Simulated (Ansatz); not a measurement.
Cu (fcc, Cu type)

```
Cu
1.0
    0.00000     3.62969     3.62969
    1.81485     0.00000     1.81485
    1.81485     1.81485     0.00000
Cu
2
Direct
  0.00000   0.00000   0.00000
  0.50000   0.00000   0.00000
```

The atoms are displaced by Q × the pattern below (from a DFPT mode at L = (0.5, 0.0, 0.0), largest move 1; Q in Å), at fixed cell. (q is in reciprocal vectors of the primitive cell; the cell shown is doubled to hold the pattern.)

| atom | x | y | z |
|---|---|---|---|
| Cu1 | -0.577 | 0.577 | 0.577 |
| Cu2 | 0.577 | -0.577 | -0.577 |

Calculation: PBE (plane waves to 420 eV, PAW, scalar-relativistic; Ansatz, an electronic-structure program). k mesh 11×22×22 (Γ-centred), Fermi-Dirac smearing 0.05 eV. The energy includes the smearing's −TS. With partly filled bands, energies and forces of such displacements shift with the k mesh and the smearing. Cu is run without spin polarisation. Cu was relaxed with its symmetry unable to fall. The zero of ΔE is the undisplaced structure.

```tsv
Q (Å)	ΔE (eV/cell)	−dE/dQ from forces (eV/Å)
-0.280	1.386	?
-0.233	0.898	8.966
-0.187	?	6.443
-0.140	0.289	4.405
-0.093	0.123	2.729
-0.047	0.030	1.301
0.000	0.000	0.000
0.047	0.030	-1.301
0.093	0.123	-2.729
0.140	0.289	-4.405
0.187	?	-6.443
0.233	0.898	-8.966
0.280	1.386	?
```

### Question
What belongs in the gaps?

### Answer

- -0.280, −dE/dQ from forces (eV/Å): 12.066
- -0.187, ΔE (eV/cell): 0.540
- 0.187, ΔE (eV/cell): 0.540
- 0.280, −dE/dQ from forces (eV/Å): -12.066

(For displaced atoms, the force is minus the slope of the energy, and its curvature is a force constant, which sets phonon frequencies.)
